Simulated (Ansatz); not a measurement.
This run works on a proposed trial structure, not on a known crystal.

Input and command of a plane-wave DFT calculation in Ansatz:

```yaml
crystal:
  lattice:
    - [-1.7600221804, 1.8043892962, 5.606842771]
    - [1.7600221804, -1.8043892962, 5.606842771]
    - [1.7600221804, 1.8043892962, -5.606842771]
  atoms:
    - { symbol: Ni, position: [0.8271949331, 0.3271949331, 0.5] }
    - { symbol: Ni, position: [0.1728050669, 0.6728050669, 0.5] }
    - { symbol: Te, position: [0.0, 0.0, 0.0] }
    - { symbol: O, position: [0.2893191548, 0.2893191548, 0.0] }
    - { symbol: O, position: [0.7106808452, 0.7106808452, 0.0] }
basis:
  ecutwfc: 420
kpoints:
  mp_grid: { grid: [12, 12, 12] }
hamiltonian:
  xc: pbe
scf:
  occupations: { method: gaussian, width: 0.1 }
output:
  forces: true
  stress: true
  eigenvalues: true
  write_density: true
  write_potential: true
  elf: true
  volumetric_format: npy
relax:
  adjacent_minimum: "off"
  f_tol: 0.01
  max_steps: 30
  cell: { stress_tol: 0.1, fix: [volume] }
```

```bash
ansatz run input.yaml --threads 1 --pin off --max-ram 2560MiB --backend cpu --events-out ev --progress --plain --runs-dir out
```

Processor: Intel(R) Xeon(R) 6975P-C (Granite Rapids), 1 thread, on a host shared with other jobs.

Estimate time, memory and problem size.

About 91 s, peak memory 0.86 GiB. It solves 39 bands at 280 k points (after reduction by symmetry) with about 1375 plane waves, in 22 SCF iterations over 4 ionic steps.
